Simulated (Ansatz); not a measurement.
The calculation used DFT, r2SCAN, plane waves (500 eV) with PAW, scalar-relativistic (Ansatz 0.2.0). The PAW files were generated under PBE, with cores re-solved for the functional.

An element in the simple cubic structure gives this curve. The cell is scaled uniformly from the relaxed one, with fractional coordinates and shape fixed. Energies are extrapolated to zero smearing, pressures are those at the given smearing. Magnetic state: spin not included.

| V (Å³/atom) | E − E₀ (meV/atom) | P (GPa) |
| --- | --- | --- |
| 35.146 | 12.7 | 0.98 |
| 36.743 | 5.0 | 0.59 |
| 38.341 | 1.0 | 0.26 |
| 39.938 | 0.0 | -0.02 |
| 41.536 | 1.5 | -0.24 |
| 43.133 | 5.1 | -0.44 |
| 44.731 | 10.4 | -0.59 |

(1) Which element is it?
A. sodium
B. ytterbium
C. thallium
D. bismuth

Results:

(1) A. Its fit is V₀ = 39.74 Å³/atom, B₀ = 6.4 GPa, B₀′ = 3.5.
